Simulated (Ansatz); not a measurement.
Consider the following.

ZnAu:
```yaml
crystal:
  lattice:
    - [3.09575, 0.00000, 0.00000]
    - [0.00000, 3.09575, 0.00000]
    - [0.00000, 0.00000, 3.09575]
  atoms:
    - { symbol: Au, position: [0.00000, 0.00000, 0.00000] }
    - { symbol: Zn, position: [0.50000, 0.50000, 0.50000] }
```

This is the LDA-relaxed structure.

**Question.** All from the program Ansatz at the LDA level (PAW), unless another level is named. Predict the bulk modulus (Birch–Murnaghan fit).

**Answer.** 159 GPa.

**Question.** Give the elastic constants (relaxed ions, GPa).

**Answer.** C11 = 164, C12 = 156, C44 = 59.5.

**Question.** What about the highest zone-centre frequency?

**Answer.** 149 cm^-1.

Space group Pm-3m (CsCl type). Symmetry was held in the LDA relaxation; of distortions, only those at the zone centre were tested. As this level gives no gap, shear constants depend on the k-mesh and smearing (Fermi–Dirac, 0.1 eV here). As this level gives no gap, phonon frequencies hold no LO–TO term and depend on the k-mesh and smearing (Fermi–Dirac, 0.1 eV here). Scalar-relativistic: spin–orbit coupling is off unless named, which matters more the heavier the elements.

Potentials: the later of the program's two PAW sets.
